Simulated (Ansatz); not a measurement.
An Ansatz input:

```yaml
crystal:
  lattice:
    - [6.0080012249, 0.0, 0.0]
    - [0.0, 6.0080012249, 0.0]
    - [0.0, 0.0, 6.0080012249]
  atoms:
    - { symbol: In, position: [0.0, 0.0, 1.0] }
    - { symbol: In, position: [0.5, 0.5, 0.5] }
    - { symbol: In, position: [0.25, 1.0, 0.5] }
    - { symbol: In, position: [0.75, 0.0, 0.5] }
    - { symbol: In, position: [0.5, 0.25, 1.0] }
    - { symbol: In, position: [0.5, 0.75, 0.0] }
    - { symbol: In, position: [1.0, 0.5, 0.25] }
    - { symbol: In, position: [1.0, 0.5, 0.75] }
hamiltonian:
  xc: r2scan
  pseudopotentials:
    kind: paw
    azcp:
      In: "pseudopotentials/In.paw.azcp"
basis:
  ecutwfc: 500
  fft_grid_basis: typed
kpoints:
  mp_grid: { grid: [6, 6, 6], shift: [0, 0, 0] }
magnetization:
  spin_polarized: false
scf:
  occupations: { method: fermi_dirac, width: 0.1 }
```

and its output:

```
Engine: ansatz 0.2.0, x86_64-unknown-linux-gnu
Pseudopotentials: kind: paw
Pseudopotential: In, paw, valence charge 13, recommended cutoff 500 eV (meta_gga) 
Functional definition: r2SCAN
  parameter k0 = 0.174
  parameter k1 = 0.065
  parameter a1 = 4.9479
  exchange = r2scan_x(k0 = k0, k1 = k1, a1 = a1)
  correlation = r2scan_c
Crystal: 8 atoms, lattice volume = 216.865 Å³
Basis set: ecut = 500 eV, 5449 PW (Γ), exchange–correlation on 180×180×180 points (64 copies of the dense FFT grid, shifted against one another)
Bands: 60, of which v1, the nominal top of the filled ones, is band 52 counted from 1 (51 counted from 0)
Symmetry: 48 space group operations
Space group: Pm-3n (ITA 223), of the structure as read, at distance tolerance 6.0e-5 Å
k-points: 20 of 216
Non-local potential: In, projectors of the file, l = 0: 2, l = 1: 2, l = 2: 2, l = 3: 2
PAW form: soft (Blöchl's): semilocal exchange-correlation on the pseudo side does not see the compensation charge
PAW frozen core: In, regenerated for the run's functional (the file was generated under x = pbe(κ = 0.804, μ = 0.2195149727645171), c = pbe(β = 0.06672455060314922))
PAW one-centre angular grid: In, 590 points (default); XC on 289 of its mesh's 2783 points in the sphere
Initial density: superposition of atomic densities (neutral atoms: chi_scale 0, normalization atom), corrected by the library's trained network
Initial wavefunctions: pseudopotential atomic-orbital guess
Functional: x = r2scan, c = r2scan; τ floored in thin density (d = 2e-4 eV/Å³)
SCF iter   1: F=—  HF=-44894.220793 eV  |F-HF|=—  |Δ(HF+E_count)|=         —  Δρ=7.66e-3  dr2=7.28e-2  dr2_τ=1.01e-2  ethr=1.77e-3  ⟨swp⟩=6.0  Hψ=4845  notcnv=0
SCF iter   2: F=—  HF=-44894.237108 eV  |F-HF|=—  |Δ(HF+E_count)|=   1.63e-2  Δρ=3.42e-3  dr2=1.53e-2  dr2_τ=5.58e-4  ethr=7.00e-5  ⟨swp⟩=2.1  Hψ=2585  notcnv=0  defer=2
SCF iter   3: F=—  HF=-44894.235689 eV  |F-HF|=—  |Δ(HF+E_count)|=   1.42e-3  Δρ=5.70e-4  dr2=8.04e-4  dr2_τ=1.21e-5  ethr=1.47e-5  ⟨swp⟩=2.0  Hψ=2230  notcnv=0  defer=2
SCF iter   4: F=—  HF=-44894.236028 eV  |F-HF|=—  |Δ(HF+E_count)|=   3.39e-4  Δρ=1.91e-4  dr2=1.08e-4  dr2_τ=6.34e-7  ethr=7.73e-7  ⟨swp⟩=3.0  Hψ=2340  notcnv=0  defer=2
SCF iter   5: F=—  HF=-44894.236101 eV  |F-HF|=—  |Δ(HF+E_count)|=   7.25e-5  Δρ=4.44e-5  dr2=6.59e-6  dr2_τ=1.23e-7  ethr=1.04e-7  ⟨swp⟩=2.2  Hψ=2251  notcnv=0  defer=2
SCF iter   6: F=—  HF=-44894.236071 eV  |F-HF|=—  |Δ(HF+E_count)|=   2.98e-5  Δρ=1.83e-5  dr2=1.17e-6  dr2_τ=4.73e-9  ethr=6.33e-9  ⟨swp⟩=3.0  Hψ=2514  notcnv=0  defer=2
SCF iter   7: F=-44894.236072 eV  HF=-44894.236072 eV  |F-HF|=3.59e-8  |Δ(HF+E_count)|=   7.25e-7  Δρ=6.31e-6  dr2=8.70e-8  dr2_τ=1.10e-9  ethr=9.62e-11  ⟨swp⟩=1.4  Hψ=3696  notcnv=0
SCF 1 converged in 7 iterations: F = -44894.236072 eV  dr2 = 8.70e-8
SCF converged after 7 iterations
Free energy (F): -44894.236072 eV
Harris-Foulkes:  -44894.236072 eV  (|F-HF|=3.59e-8)
Internal energy: -44894.093824 eV  (E = F + TS)
E sigma→0 (E₀):  -44894.164948 eV
Entropy (-TS):   -0.142247 eV (-17.781 meV/atom)
Fermi energy:    9.718512 eV
--- Per-component energies (eV) ---
  E_band       = -294.757484
  E_kinetic    = 1928.056288
  E_local      = -8830.842256  (includes V_loc(G=0)·N_el)
  E_nonlocal   = 2932.053212
  E_hartree    = 3468.666503
  E_xc         = -1611.721830
  E_vxc        = -860.271279  (∫ρ·V_xc dr)
  E_paw        = -33450.088034  (= ΣΔE_a)
  E_vpaw       = -2462.270236  (= ΣTr[D̂ρ^β])
  E_aug_tail   = 0.000062  (compensation charges beyond the density's cutoff)
  E_vtau       = 61.177921  (kinetic-family band-sum trace: ∫τ·v_τ [+ j·A + Jᵃ·Aᵃ] dr)
  E_ewald      = -9337.942137
  E_core_change = 7.724367  (= ΣΔE_core)
  E_smearing   = -0.142247  (= −TS)
  E_closure    = -0.000000  (closes the sum)
  Σ components = -44894.236072   (vs F -44894.236072, Δ=0.00e0)
```
